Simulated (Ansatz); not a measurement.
# SnTe: from a starting cell to a relaxed one

The start is a randomly generated symmetric cell of SnTe (space group No. 156). The cell and all atomic positions are relaxed at zero pressure with PBE (plane waves to 420 eV, PAW, scalar-relativistic; Ansatz, a first-principles code). First-step values are on the input's coarse k-mesh.

Ansatz input (later rounds restart from its end on a renewed k-mesh):
Ansatz 0.2 input:
```yaml
crystal:
  lattice:
    - [4.4048617, 0, 0]
    - [-2.2024309, 3.8147222, 0]
    - [0, 0, 5.1513993]
  atoms:
    - { symbol: Sn, position: [0.33333333, 0.66666667, 0.753369] }
    - { symbol: Te, position: [0, 0, 0.97173185] }
basis: { ecutwfc: 420, ecutrho_ratio: 4, xc_grid: 2, fft_grid_basis: typed }
kpoints: { mp_grid: { grid: [6, 6, 5] } }
hamiltonian:
  xc: pbe
  dispersion: none
  pseudopotentials: { azcp: { folder: ./paw }, kind: paw }
scf: { occupations: { method: fermi_dirac, width: 0.05 } }
relax: { f_tol: 0.01, max_steps: 100, cell: { stress_tol: 0.02 } }
output: { forces: true, stress: true }
```

Q: How large is the pressure on the unrelaxed cell, and of which sign?

A: +6 GPa (positive: the cell is compressed).

Q: How much energy is released per atom?

A: 0.34 eV/atom.

Q: How does the volume per atom move from start to end?

A: -13.8 %, from 43.28 to 37.33 Å³/atom.

Q: How do the shortest distances between atoms change?

A: The closest pairs of elements (up to four, under 3.6 Å), start → end: Sn–Te 2.78 → 2.99 Å.

Q: What does it relax into? Give the structure.

A: 
Space group P3m1 (No. 156); a = b = 4.283 Å, c = 4.698 Å, α = β = 90.00°, γ = 120.00°

```
atom  site  symmetry       x       y       z
----  ----  --------  ------  ------  ------
Sn      1b       3m.  0.3333  0.6667  0.6835
Te      1a       3m.  0.0000  0.0000  0.0416
```

The space group stays P3m1 (No. 156) (the run could not lower it), with 2 atoms in the primitive cell. Final values are on a 9×9×7 k-mesh of the relaxed cell. No spin polarisation in the result.

The run could not lose the symmetry of its start, so the end can be a saddle point.

The relaxed structure here is a generated cell of SnTe: the first start was made by a random draw of sites in a space group, and the end was not matched to a known phase here, so it may be hypothetical. Known forms of SnTe include space group No. 225.
